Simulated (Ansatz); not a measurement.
A trial form of B4Ru

Theory: DFT PBE, scalar-relativistic, plane waves, PAW in Ansatz 0.2.0. Cutoff 420 eV, Gaussian smearing, Γ-centred meshes. Cell and atoms relax first on a coarse mesh and then on a finer one. In between, the cell is made exact in the group found at 0.06 Å. In metals the finer mesh still leaves noise of several meV/atom or more. The steps can't lower the symmetry of their start. No spin polarisation in the relaxation; trial moments died out in a coarse test.

A trial structure of B4Ru was built thus: random cell by space group and Wyckoff sites (P4/mmm, No. 123). Lengths were set from tabulated atomic sizes, so they are only a guess.

```cif
data_structure
_symmetry_space_group_name_H-M 'P4/mmm'
_symmetry_Int_Tables_number 123
_cell_length_a 3.1329
_cell_length_b 3.1329
_cell_length_c 5.0555
_cell_angle_alpha 90.000
_cell_angle_beta 90.000
_cell_angle_gamma 90.000
_cell_volume 49.62
loop_
_atom_site_label
_atom_site_type_symbol
_atom_site_symmetry_multiplicity
_atom_site_Wyckoff_symbol
_atom_site_fract_x
_atom_site_fract_y
_atom_site_fract_z
_atom_site_occupancy
B1 B 2 h 0.50000 0.50000 0.25866 1
B2 B 1 a 0.00000 0.00000 0.00000 1
B3 B 1 d 0.50000 0.50000 0.50000 1
Ru1 Ru 1 c 0.50000 0.50000 0.00000 1
```

Energies over the elements count from the elements' standard structures at the same level, with no fitted energy shifts.

Question: Where does the relaxation end?

Answer: The symmetry stays P4/mmm (No. 123). The volume per atom grows by 28.4 %, from 9.9 to 12.7 Å³. The shortest distance goes from 1.22 Å (B–B) to 1.59 Å (B–B). The ratio c/a of the conventional cell changes by a factor of 1.54. The energy falls by about 5.1 eV/atom (the start's value is from the coarse mesh). Conventional cell: a = 2.946 Å, c = 7.337 Å. B on a site of symmetry 4mm is surrounded by 1 B at 1.59 Å and 1 Ru at 2.07 Å; around B on a site of symmetry 4/mmm lie 4 Ru at 2.08 Å; B on a second site of symmetry 4/mmm has 2 B at 1.59 Å; Ru has 6 B at 2.07–2.08 Å.

```yaml
crystal:
  lattice:
    - [2.94623, 0.00000, 0.00000]
    - [0.00000, 2.94623, 0.00000]
    - [0.00000, 0.00000, 7.33739]
  atoms:
    - { symbol: B, position: [0.50000, 0.50000, 0.28268] }
    - { symbol: B, position: [0.50000, 0.50000, 0.71732] }
    - { symbol: B, position: [0.00000, 0.00000, 0.00000] }
    - { symbol: B, position: [0.50000, 0.50000, 0.50000] }
    - { symbol: Ru, position: [0.50000, 0.50000, 0.00000] }
```

Question: How does it come out in energy, and is it a metal?

Answer: The energy over the elements is +1.09 eV/atom and the gap on the 12×12×6 mesh of the 5-atom cell is 0 eV (a metal).

A positive value: parting into the elements would lower its energy.

The last run used Gaussian smearing of 0.10 eV. Symmetry constrained the relaxation, so the result can be a saddle point. Another cell of B4Ru relaxed alike, in C2/m, lies 1.14 eV/atom lower, so this cell isn't the stable form at this level.
